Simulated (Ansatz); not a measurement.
The geometry is COD entry 9012564, unchecked; take it as a test cell. The listed cell was then made from it by scaling, straining or moving an atom.

TiC: DFT, PBEsol, all-electron LAPW, scalar-relativistic (Ansatz 0.2.0). What sets it apart from a plain run of this crystal: zz strain of -1 %.

Command: `ansatz run input.yaml --threads 1 --pin off --max-ram 3072MiB --backend cpu --events-out ev --progress --plain --runs-dir out` The run took 39 s on 1 thread of Arm Neoverse V1, with other jobs on the host, peak memory 0.67 GiB.

```yaml
crystal:
  lattice:
    - [0.0, 2.164, 2.14236]
    - [2.164, 0.0, 2.14236]
    - [2.164, 2.164, 0.0]
  atoms:
    - { symbol: Ti, position: [0.0, 0.0, 0.0] }
    - { symbol: C, position: [0.5, 0.5, 0.5] }
kpoints:
  mp_grid: { grid: [14, 14, 14] }
  band_path:
    path:
      - [0.0, 0.0, 0.0]
      - [0.0, 0.5, 0.5]
      - [0.25, 0.75, 0.5]
      - [0.0, 0.5, 0.0]
      - [0.0, 0.0, 0.0]
      - [0.5, 0.5, 0.0]
      - [0.3775380063, 0.6224619937, 0.0]
      - [-0.3775380063, 0.3775380063, 0.0]
      - [0.0, 0.0, 0.0]
    npoints: 5
scf:
  occupations: { method: fermi_dirac, width: 0.03 }
hamiltonian:
  xc: pbesol
  pseudopotentials: { kind: all_electron, lapw: { basis_error: 0.00025 } }
output:
  forces: true
  stress: true
  eigenvalues: true
```

Output (standing set-up lines are left out):

```
LAPW: plane waves up to 9.866 Å⁻¹, error target 2.5e-4 eV per atom; small_component_spin mean_spin; C in spheres of 0.937 Å, 6 of its electrons in bands, Dirac shells []; Ti in spheres of 1.206 Å, 18 of its electrons in bands, Dirac shells []
Crystal: 2 atoms, lattice volume = 20.065 Å³
Basis set: ecut = 370.8376088545522 eV, 331 PW (Γ), exchange–correlation at level 2
Symmetry: 16 space group operations
Space group: I4/mmm (ITA 139), of the structure as read, at distance tolerance 2.7e-5 Å
k-points: 244 of 2744
iter 1 solved again at ethr=2.50e-2 eV; its pass at ethr=1.00e-1 eV (dr2=6.01e0 eV) is discarded
SCF iter   1: F=—  HF=-24244.234286 eV  |F-HF|=—  |Δ(HF+E_count)|=         —  Δρ=1.56e-1  dr2=6.01e0  ethr=2.50e-2  ⟨swp⟩=2.0  Hψ=24499  notcnv=0
preconditioner: auto → none  [metal: Δε(μ)=0.043 eV  Ē_g=20.571 eV  σ=0.030 eV  W_gap=0.34  n_scr=8 (ndim 8)  ℏωp=31.0 eV  f_vac=0.000  D(μ)=0.17/eV (n_scr^D=0)  sad-step TF]
iter 2 solved again at ethr=2.13e-3 eV; its pass at ethr=2.50e-2 eV (dr2=5.10e-1 eV) is discarded
SCF iter   2: F=—  HF=-24242.512027 eV  |F-HF|=—  |Δ(HF+E_count)|=    1.72e0  Δρ=5.41e-2  dr2=5.10e-1  ethr=2.13e-3  ⟨swp⟩=2.0  Hψ=20736  notcnv=0
SCF iter   3: F=—  HF=-24242.025880 eV  |F-HF|=—  |Δ(HF+E_count)|=   4.86e-1  Δρ=1.75e-2  dr2=5.75e-2  ethr=2.12e-3  ⟨swp⟩=3.0  Hψ=12270  notcnv=0
SCF iter   4: F=—  HF=-24242.034376 eV  |F-HF|=—  |Δ(HF+E_count)|=         —  Δρ=8.93e-3  dr2=1.54e-2  ethr=2.39e-4  ⟨swp⟩=2.0  Hψ=12067  notcnv=0
the basis was enlarged: its passes take 199.5 KiB over the memory plan, 1 of 1 planned eigensolver slots
SCF iter   5: F=—  HF=-24242.021070 eV  |F-HF|=—  |Δ(HF+E_count)|=   1.33e-2  Δρ=8.88e-4  dr2=1.41e-4  ethr=6.43e-5  ⟨swp⟩=2.1  Hψ=12097  notcnv=0
SCF iter   6: F=—  HF=-24242.020925 eV  |F-HF|=—  |Δ(HF+E_count)|=   1.45e-4  Δρ=9.88e-5  dr2=1.19e-6  ethr=5.89e-7  ⟨swp⟩=3.0  Hψ=11789  notcnv=0
SCF iter   7: F=—  HF=-24242.020924 eV  |F-HF|=—  |Δ(HF+E_count)|=   1.43e-6  Δρ=6.38e-5  dr2=8.97e-7  ethr=4.97e-9  ⟨swp⟩=3.0  Hψ=11730  notcnv=0
SCF iter   8: F=-24242.020923 eV  HF=-24242.020923 eV  |F-HF|=9.88e-8  |Δ(HF+E_count)|=   7.32e-7  Δρ=1.26e-5  dr2=3.63e-8  ethr=3.74e-9  ⟨swp⟩=2.0  Hψ=11097  notcnv=0
SCF 1 converged in 8 iterations: F = -24242.020923 eV  dr2 = 3.63e-8
NSCF: frozen V_eff on 41 k-points
SCF converged after 8 iterations
Free energy (F): -24242.020923 eV
Harris-Foulkes:  -24242.020923 eV  (|F-HF|=9.88e-8)
Internal energy: -24242.020019 eV  (E = F + TS)
E sigma→0 (E₀):  -24242.020471 eV
Entropy (-TS):   -0.000904 eV (-0.452 meV/atom)
Fermi energy:    15.236341 eV
--- Per-component energies (eV) ---
  E_band       = -3131.562709
  E_kinetic    = 24457.221739
  E_xc         = -1265.039456
  E_electrostatic = -47434.202302  (all electrons and nuclei)
  E_smearing   = -0.000904  (= −TS)
  E_closure    = 0.000000  (closes the sum)
  E_atoms      = -24223.322356  (free atoms, spherical and without spin; not in F)
  Σ components = -24242.020923   (vs F -24242.020923, Δ=0.00e0)
  Basis errors (estimates in eV, not in F): energy 7.8e-5 per atom: plane waves 6.7e-5 (3.8e-5 summed), levels above the bands 4.9e-30, relativity 5.5e-9, radial functions 1.1e-5, core shells 3.6e-7; eigenvalues (radial functions only) 8.0e-7; not estimated: angular momenta, meshes, grids; target (lapw.basis_error) 2.5e-4; muffin-tin radii C 0.937 Å, Ti 1.206 Å
--- Forces (eV/Å), atoms counted from 1 ---
  atom   1  Ti    -0.00000000     0.00000000     0.00000000
  atom   2  C      0.00000000     0.00000000     0.00000000
  max |Σ_I F_I| component: 9.47e-30 eV/Å
--- Stress (GPa, compression-positive) ---
       -5.012416       0.000000       0.000000
        0.000000      -5.012416       0.000000
        0.000000       0.000000      -0.963559
  P = ⅓ Tr σ = -3.6628 GPa (-36.628 kbar)
--- Band table (eV; the first three rows and the last of 244) ---
  k-point 0: bands = ["-422.4642", "-422.4642", "-422.4549", "-248.0805", "-41.0104", "-17.1474", "-17.1474", "-17.1362", "2.8107", "15.8908", "15.8908", "15.9677", "16.9468", "16.9468", "16.9687", "16.9861"]
  k-point 1: bands = ["-422.4642", "-422.4642", "-422.4549", "-248.0805", "-41.0065", "-17.1720", "-17.1502", "-17.1415", "2.9292", "15.3613", "15.6037", "15.6602", "16.2487", "16.2771", "17.2474", "18.1278"]
  k-point 2: bands = ["-422.4642", "-422.4642", "-422.4549", "-248.0805", "-40.9955", "-17.2479", "-17.1579", "-17.1487", "3.2748", "14.3027", "14.7056", "14.7483", "16.4122", "16.4359", "17.6166", "19.3637"]
  k-point 243: bands = ["-422.4642", "-422.4642", "-422.4549", "-248.0805", "-40.9021", "-17.6070", "-17.3336", "-17.3336", "5.1391", "11.8668", "13.5203", "15.1769", "15.1769", "18.0427", "18.8484", "18.8484"]
```
